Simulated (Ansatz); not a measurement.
TiN:
```xyz
2
Lattice="0.0000 2.1019 2.1019 2.1019 0.0000 2.1019 2.1019 2.1019 0.0000" Properties=species:S:1:pos:R:3 pbc="T T T"
N      0.0000     0.0000     0.0000
Ti     2.1019     2.1019     2.1019
```

Relaxed with PBEsol. Special points in fractions of this cell's reciprocal vectors: Γ (0.000, 0.000, 0.000); X (0.500, 0.000, 0.500); U (0.625, 0.250, 0.625); K (0.375, 0.375, 0.750); L (0.500, 0.500, 0.500); W (0.500, 0.250, 0.750).

Q: List the band energies nearest the Fermi level at these points for the program Ansatz at the PBEsol level (PAW).

A: In eV from the Fermi level; about four levels below and three above (degenerate sets whole), none deeper than 8.9 eV; … stands for higher levels left out; points with the same levels are listed once.

| k | below | above |
|---|---|---|
| Γ | -2.05 -2.05 -2.05 -0.64 -0.64 -0.64 | … |
| X | -5.90 -3.25 -3.25 -3.23 | 1.74 2.54 2.54 |
| U | -5.95 -5.81 -4.55 -0.48 | 2.11 2.46 3.83 |
| L | -8.28 -5.63 -5.63 | 1.80 1.80 2.50 |
| W | -5.57 -5.57 -5.49 | 0.98 0.98 2.55 |

Space group Fm-3m (rock salt). Symmetry was held in the PBEsol relaxation. The run is not spin-polarised. With an odd number of electrons in the cell and no spin polarisation, the count alone makes it a metal.

Potentials: the later of the program's two PAW sets.
